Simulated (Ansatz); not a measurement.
This run works on a proposed trial structure, not on a known crystal.

Input and command of a plane-wave DFT calculation in Ansatz:

```yaml
crystal:
  lattice:
    - [-1.5549826513, 1.5549826513, 14.2645728949]
    - [1.5549826513, -1.5549826513, 14.2645728949]
    - [1.5549826513, 1.5549826513, -14.2645728949]
  atoms:
    - { symbol: Nb, position: [0.1497465829, 0.1497465829, 0.0] }
    - { symbol: Nb, position: [0.8502534171, 0.8502534171, 0.0] }
    - { symbol: Nb, position: [0.0, 0.0, 0.0] }
    - { symbol: Sn, position: [0.5738136357, 0.5738136357, 0.0] }
    - { symbol: Sn, position: [0.4261863643, 0.4261863643, 0.0] }
    - { symbol: S, position: [0.6942264602, 0.6942264602, 0.0] }
    - { symbol: S, position: [0.3057735398, 0.3057735398, 0.0] }
basis:
  ecutwfc: 420
kpoints:
  mp_grid: { grid: [14, 14, 14] }
hamiltonian:
  xc: pbe
scf:
  occupations: { method: gaussian, width: 0.1 }
output:
  forces: true
  stress: true
  eigenvalues: true
relax:
  adjacent_minimum: "off"
  f_tol: 0.01
  max_steps: 80
  cell: { stress_tol: 0.05 }
```

```bash
ansatz run input.yaml --threads 1 --pin off --max-ram 2560MiB --backend cpu --events-out ev --progress --plain --runs-dir out
```

Processor: AMD EPYC 7R43 64-Core Processor (Zen 3), 1 thread, on a host shared with other jobs.

Task: How long does it run, and how much memory does it take?

Result: About 15 min, peak memory 1.3 GiB. It solves 48 bands at 244 k points (after reduction by symmetry) with about 2821 plane waves (on the last cell), in 71 SCF iterations over 9 ionic steps.
